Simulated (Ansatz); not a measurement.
Values for one crystal, relaxed and computed with r²SCAN (plane waves, PAW; program Ansatz); other levels are named.

- Volume per atom: 25.53 Å³
- Band gap: 1.03 eV (direct)
- Electron effective mass with spin–orbit coupling: 0.072, 0.072, 0.087 mₑ (principal values)
- Electron effective mass: 0.073, 0.073, 0.089 mₑ (principal values)
- Pressure derivative B′: 4.4
- HSE06 gap on the r²SCAN cell: 1.32 eV
- Valence-band maximum: at Γ

Q: Which of these materials gives this?
(A) AlInAs2, P-4m2 (Pearson symbol tP12)
(B) SiC3, P-4m2 (C on 1a, C on 2g, Si on 1c)
(C) AlGaN2, P3m1 (Pearson symbol hP8)
(D) AlZnInO4, R3m (Pearson symbol hR7)

A: A, AlInAs2, P-4m2 (Pearson symbol tP12)

The start of the workflow was typed in or built on a structure type; neither database checked (COD, Materials Project) lists it. Its standing as an ambient phase is unchecked. The r²SCAN relaxation kept the symmetry of its start; its stability against distortions is not shown here. Spin–orbit coupling is left out wherever it is not named.

Potentials: the earlier of the program's two PAW sets. The files were generated under PBE; for other functionals the program regenerates the frozen cores, and for LDA and PBEsol the local potential too.
